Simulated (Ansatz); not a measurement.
An Ansatz (an electronic-structure program) run. Input:

Ansatz 0.2 input:
```yaml
crystal:
  lattice:
    - [3.5029489063, 0.0, 0.0]
    - [0.0, 3.5029489063, 0.0]
    - [0.0, 0.0, 7.9212009845]
  atoms:
    - { symbol: As, position: [0.5, 0.0, 0.6132960949] }
    - { symbol: As, position: [0.0, 0.5, 0.3867039051] }
    - { symbol: Si, position: [0.0, 0.0, 0.0] }
    - { symbol: Si, position: [0.5, 0.5, 0.0] }
    - { symbol: Nb, position: [0.5, 0.0, 0.2542327058] }
    - { symbol: Nb, position: [0.0, 0.5, 0.7457672942] }
kpoints:
  mp_grid: { grid: [12, 12, 5] }
hamiltonian:
  xc: r2scan
  pseudopotentials: { kind: paw }
scf:
  occupations: { method: gaussian, width: 0.05 }
checkpoint: { read: metal.run }
output: { write_density: true, elf: true, volumetric_format: npy }
basis: { fft_grid_basis: typed }
```

Output (shortened):

```
Pseudopotential: As, paw, valence charge 15
Pseudopotential: Si, paw, valence charge 4
Pseudopotential: Nb, paw, valence charge 13
Functional definition: r2SCAN
Crystal: 6 atoms, lattice volume = 97.198 Å³
Basis set: ecut = 500 eV, 2445 PW (Γ), exchange–correlation on 108×108×240 points (64 copies of the dense FFT grid, shifted against one another)
Bands: 39, of which v1, the nominal top of the filled ones, is band 32 counted from 1 (31 counted from 0)
Symmetry: 16 space group operations
Space group: P4/nmm (ITA 129), of the structure as read, at distance tolerance 4.6e-5 Å
k-points: 84 of 720
Stability of the state it starts from, as read at its close in the unpolarized treatment …
iter 1 solved again at ethr=6.10e-7 eV; its pass at ethr=3.10e-3 eV (dr2=3.90e-4 eV) is discarded
SCF iter   1: F=—  HF=-20138.425387 eV  |F-HF|=—  |Δ(HF+E_count)|=         —  Δρ=7.57e-7  dr2=3.33e-10  dr2_τ=1.03e-10  ethr=6.10e-7  ⟨swp⟩=3.0  Hψ=20604  notcnv=0
preconditioner: auto → Kerker (q_TF=auto, 2.545 Å⁻¹)
SCF iter   2: F=—  HF=-20138.425386 eV  |F-HF|=—  |Δ(HF+E_count)|=   5.85e-7  Δρ=3.14e-7  dr2=4.45e-11  dr2_τ=1.26e-10  ethr=1.00e-12  ⟨swp⟩=7.3  Hψ=14579  notcnv=0
SCF iter   3: F=-20138.425386 eV  HF=-20138.425386 eV  |F-HF|=3.64e-12  |Δ(HF+E_count)|=  1.09e-11  Δρ=2.09e-7  dr2=1.71e-11  dr2_τ=6.24e-12  ethr=1.00e-12  ⟨swp⟩=1.0  Hψ=6899  notcnv=0
SCF 1 converged in 3 iterations: F = -20138.425386 eV  dr2 = 1.71e-11
SCF converged after 3 iterations
Free energy (F): -20138.425386 eV
Harris-Foulkes:  -20138.425386 eV  (|F-HF|=3.64e-12)
Internal energy: -20138.424980 eV  (E = F + TS)
E sigma→0 (E₀):  -20138.425183 eV
Entropy (-TS):   -0.000407 eV (-0.068 meV/atom)
Fermi energy:    14.974471 eV
--- Per-component energies (eV) ---
  E_band       = -538.690459
  E_kinetic    = 1082.119618
  E_local      = -5712.589239  (includes V_loc(G=0)·N_el)
  E_nonlocal   = -1052.285693
  E_hartree    = 2816.149798
  E_xc         = -595.814169
  E_vxc        = -748.601347  (∫ρ·V_xc dr)
  E_paw        = -10915.483693  (= ΣΔE_a)
  E_vpaw       = 217.938763  (= ΣTr[D̂ρ^β])
  E_aug_tail   = 0.000004  (compensation charges beyond the density's cutoff)
  E_vtau       = 42.427780  (kinetic-family band-sum trace: ∫τ·v_τ [+ j·A + Jᵃ·Aᵃ] dr)
  E_ewald      = -5757.069063
  E_core_change = -3.452543  (= ΣΔE_core)
  E_smearing   = -0.000407  (= −TS)
  E_closure    =  0.000000  (closes the sum)
  Σ components = -20138.425386   (vs F -20138.425386, Δ=0.00e0)
  [band-id]    e_kinetic+e_local+e_nonlocal+2·e_hartree+e_vxc+e_vpaw+e_augmentation_tail+e_vtau = -538.690518   (vs E_band -538.690459, Δ=-5.94e-5)
--- Band table (eV; the first three rows and the last of 84) ---
  k-point 0: bands = ["-42.0022", "-42.0013", "-21.5621", "-21.5608", "-21.5579", "-21.5579", "-21.5498", "-21.5448", "-21.5435", "-21.5412", "-21.5412", "-21.5386", "-17.4369", "-17.3932", "-17.3480", "-17.3480", "-17.3430", "-17.3430", "0.6170", "2.5100", …
  k-point 1: bands = ["-42.0021", "-42.0013", "-21.5621", "-21.5608", "-21.5579", "-21.5579", "-21.5498", "-21.5448", "-21.5435", "-21.5412", "-21.5412", "-21.5386", "-17.4329", "-17.3972", "-17.3476", "-17.3476", "-17.3434", "-17.3434", "0.6986", "2.2010", …
  k-point 2: bands = ["-42.0018", "-42.0016", "-21.5621", "-21.5608", "-21.5579", "-21.5579", "-21.5498", "-21.5448", "-21.5435", "-21.5412", "-21.5412", "-21.5386", "-17.4228", "-17.4074", "-17.3468", "-17.3468", "-17.3442", "-17.3442", "0.8852", "1.7762", …
  k-point 83: bands = ["-41.9809", "-41.9809", "-21.5637", "-21.5637", "-21.5615", "-21.5615", "-21.5450", "-21.5450", "-21.5427", "-21.5427", "-21.5323", "-21.5323", "-17.4925", "-17.4925", "-17.4889", "-17.4889", "-17.3648", "-17.3648", "3.7581", "3.7581", …
```

Cost: roughly 30 core-seconds on shared cores.

The workflow started from an entry of the Crystallography Open Database (COD). Whether it is the stable phase at ambient conditions was not checked. Symmetry was held in the r²SCAN relaxation; its stability against distortions is not shown here. The run is not spin-polarised. Scalar-relativistic: spin–orbit coupling is off unless named, which matters more the heavier the elements.

Potentials: the later of the program's two PAW sets.

Ansatz is a plane-wave DFT program.
